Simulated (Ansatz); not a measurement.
Ag (simple hexagonal, space group No. 191) at seven volumes, DFT-PBE in the program Ansatz with PAW potentials, shape and atoms relaxed at each. One row is withheld.

```json
[
 {"V (Å³/atom)": "17.689", "P (GPa)": "9.23"},
 {"V (Å³/atom)": "18.273", "P (GPa)": "?"},
 {"V (Å³/atom)": "18.856", "P (GPa)": "2.47"},
 {"V (Å³/atom)": "19.439", "P (GPa)": "-0.01"},
 {"V (Å³/atom)": "20.022", "P (GPa)": "-2.03"},
 {"V (Å³/atom)": "20.605", "P (GPa)": "-3.67"},
 {"V (Å³/atom)": "21.188", "P (GPa)": "-5.01"}
]
```

**Question.** Fit the shown pressures and predict the withheld one.

**Answer.** Third-order Birch–Murnaghan: P = (3/2)B₀(x^(7/2) − x^(5/2))[1 + (3/4)(B′ − 4)(x − 1)] with x = (V₀/V)^(2/3). Least squares on the six rows gives V₀ = 19.437 Å³/atom, B₀ = 74.59 GPa, B′ = 5.80. At V = 18.273, x = 1.0420 and P = 5.51 GPa. The run itself gave 5.50 GPa.

Space group P6/mmm (simple hexagonal). The start of the workflow was typed in or built on a structure type; neither database checked (COD, Materials Project) lists it. It is not the phase usual at ambient conditions (space group No. 225). The cell was relaxed with PBE under the symmetry of its start; whether a distortion lowers the energy is not shown. The run is not spin-polarised.

Potentials: the later of the program's two PAW sets.
